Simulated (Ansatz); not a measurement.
Mg2Si (antifluorite type, space group Fm-3m)

```
CELL_PARAMETERS angstrom
      0.00000     3.18242     3.18242
      3.18242     0.00000     3.18242
      3.18242     3.18242     0.00000
ATOMIC_POSITIONS crystal
  Si 0.00000 0.00000 0.00000
  Mg 0.25000 0.25000 0.25000
  Mg 0.75000 0.75000 0.75000
```

This relaxed cell (volume V₀) is scaled evenly in all directions, its shape held. Symmetry pins the atoms to their sites.

Level of theory: PBE (plane waves to 420 eV, PAW, scalar-relativistic; Ansatz, an electronic-structure program). k mesh 9×9×9 (Γ-centred), Fermi-Dirac smearing 0.05 eV. Stress and pressure are positive under compression. Mg2Si was relaxed with its symmetry unable to fall.

At one point of the scan the stress tensor (GPa) is:

```
   3.78     0.00     0.00
   0.00     3.78     0.00
   0.00     0.00     3.78
```

Which point is it?
A. V/V₀ = 0.900
B. V/V₀ = 0.940
C. V/V₀ = 0.980
D. V/V₀ = 0.920

B, V/V₀ = 0.940

(A scan under strain: stresses follow from slopes of the energy per volume, elastic moduli from its curvatures.)
